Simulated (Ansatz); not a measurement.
Consider the following.

SnGe:
```
CELL_PARAMETERS angstrom
      2.05156     1.18447     3.34916
     -2.05156     1.18447     3.34916
      0.00000    -2.36894     3.34916
ATOMIC_POSITIONS crystal
  Sn 0.00000 0.00000 0.00000
  Ge 0.50000 0.50000 0.50000
```

This is the PBE-relaxed structure.

Q: All from plane-wave PAW PBE (Ansatz code), unless another level is named. Give the electronic character.

A: metallic (no gap).

Q: Predict the density of states at the Fermi level.

A: 0.54 states/eV per atom (mean over ±0.08 eV).

Q: And the formation energy from the elements (no fitted shifts)?

A: 0.17 eV/atom.

Space group Fm-3m (rock salt). A made-up cell: these elements were put on the sites of a structure type; neither database checked (COD, Materials Project) lists it. Whether it is the stable phase at ambient conditions was not checked. The cell was relaxed with PBE under the symmetry of its start; whether a distortion lowers the energy is not shown. The references are the lowest solids computed at this level, not always the standard phases. Spin–orbit coupling is left out wherever it is not named.

Potentials: the later of the program's two PAW sets.
